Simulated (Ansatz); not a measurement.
BaTiO$_{3}$:
```xyz
5
Lattice="3.9719 0.0000 0.0000 0.0000 3.9719 0.0000 0.0000 0.0000 4.1141" Properties=species:S:1:pos:R:3 pbc="T T T"
Ti     1.9859     1.9859     1.8613
Ba     0.0000     0.0000     3.8439
O      1.9859     1.9859     3.6824
O      1.9859     0.0000     1.6953
O      0.0000     1.9859     1.6953
```

Relaxed with r²SCAN. 

**Question.** HSE06 on this cell (Ansatz, a first-principles code, PAW) gives a gap of 3.31 eV. What does r²SCAN give?

**Answer.** 2.23 eV.

Cost on shared cores: the r²SCAN run (SCF on a 7×7×7 mesh, then bands and DOS) very roughly 70 core-seconds, the HSE06 run (SCF on 4×4×4, then a few points) roughly 100 core-seconds; the tasks are unlike.

Space group P4mm. The r²SCAN relaxation kept the symmetry of its start. At this level the phase is dynamically unstable (imaginary phonons). No spin polarisation was allowed. Scalar-relativistic: spin–orbit coupling is off unless named, which matters more the heavier the elements.

Potentials: the later of the program's two PAW sets.

Ansatz is a plane-wave DFT program.
